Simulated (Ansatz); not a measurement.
A relaxed cell of Na3TlTe2 is given with its symmetry left out. The cell was found from a structure generator's guess, not taken from experiment.

These are results of DFT PBE, scalar-relativistic, plane waves, PAW (Ansatz 0.2.0), not measurements. Cutoff 420 eV, Γ-centred mesh, Gaussian smearing, no spin polarisation.

```
CELL_PARAMETERS angstrom
3.88275 2.24171 4.01261
-3.88275 2.24171 4.01261
0.00000 -4.48342 4.01261
ATOMIC_POSITIONS crystal
Na 0.33024 0.87122 0.33024
Na 0.33024 0.33024 0.87122
Na 0.87122 0.33024 0.33024
Tl 0.72702 0.72702 0.72702
Te 0.97122 0.97122 0.97122
Te 0.36544 0.36544 0.36544
```

Energies over the elements count from the elements' standard structures at the same level, with no fitted energy shifts.

(1) What space group does it have?

(2) What is its formation energy per atom?

(3) Is it a metal?

Results:

(1) R3m (No. 160). Conventional cell: a = 7.766 Å, c = 12.038 Å. Na is surrounded by 3 Te at 2.99–3.22 Å, 1 Tl at 3.56 Å, 2 Na at 3.56 Å and 2 Tl at 4.13 Å; around Tl lie 1 Te at 2.94 Å, 3 Na at 3.56 Å and 6 Na at 4.13 Å; around Te on its first site lie 1 Tl at 2.94 Å and 3 Na at 3.22 Å; around Te on its second site lie 6 Na at 2.99–3.06 Å.

(2) −0.609 eV/atom. Whether it is stable depends on the other phases of the system, which aren't compared here.

(3) No, the gap on the 6×6×6 mesh is 1.54 eV.

The last run used a 6×6×6 mesh for its 6-atom cell and Gaussian smearing of 0.02 eV. Spin–orbit coupling, which can matter for Te and Tl, is left out. Kohn–Sham gaps at this level usually fall short of measured ones. The missing spin–orbit coupling can work the other way here. The reference form of Te is held partly by dispersion forces, which this level lacks. A structure relaxed within its symmetry needn't be a true minimum.
